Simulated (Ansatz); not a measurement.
CsSnI3 (cubic perovskite)

```yaml
crystal:
  lattice:
    - [6.13043, 0.00000, 0.00000]
    - [0.00000, 6.13043, 0.00000]
    - [0.00000, 0.00000, 6.13043]
  atoms:
    - { symbol: Cs, position: [0.00000, 0.00000, 0.00000] }
    - { symbol: Sn, position: [0.50000, 0.50000, 0.50000] }
    - { symbol: I, position: [0.00000, 0.50000, 0.50000] }
    - { symbol: I, position: [0.50000, 0.50000, 0.00000] }
    - { symbol: I, position: [0.50000, 0.00000, 0.50000] }
```

E(V) scan at fixed shape, V₀ the volume above. Symmetry pins the atoms to their sites.

These are PBEsol (plane waves to 420 eV, PAW, scalar-relativistic; Ansatz, a quantum-chemistry and plane-wave program) values and carry that method's errors. k mesh 8×8×8 (Γ-centred), Fermi-Dirac smearing 0.05 eV. Energies are smeared free energies. Stress and pressure are positive under compression. CsSnI3 was relaxed with its symmetry unable to fall. Spin-orbit coupling is left out, though I is heavy. This is a high-temperature form of CsSnI3. The zero of ΔE is the relaxed starting cell.

| V (Å³/atom) | ΔE (meV/atom) |
|---|---|
| 43.314 | 10.6 |
| 43.867 | withheld |
| 44.420 | 3.6 |
| 44.973 | 1.6 |
| 45.526 | 0.4 |
| 46.079 | 0.0 |
| 46.632 | 0.4 |
| 47.185 | 1.4 |
| 47.738 | 3.1 |
| 48.291 | 5.4 |
| 48.844 | 8.3 |

Fit a third-order Birch-Murnaghan form (E₀, V₀, B₀, B₀′ free) to the given rows and predict ΔE at V = 43.867.

Least squares on the 10 given rows: ΔE = E₀ + (9V₀B₀/16)·y²·[2 + (B₀′ − 4)y], y = (V₀/V)^(2/3) − 1, with V₀ = 46.084 Å³/atom, B₀ = 18.01 GPa (160.2 GPa = 1 eV/Å³; the term in eV is multiplied by 1000), B₀′ = 4.97, E₀ = 0.00 meV/atom; root-mean-square residual 0.02 meV/atom. At 43.867 the fit gives 6.6 meV/atom; the calculation gives 6.6 meV/atom, the same to the digits shown. For the pressure the fit gives 1.00 GPa against the computed 1.00 GPa.

(A scan under strain: stresses follow from slopes of the energy per volume, elastic moduli from its curvatures.)
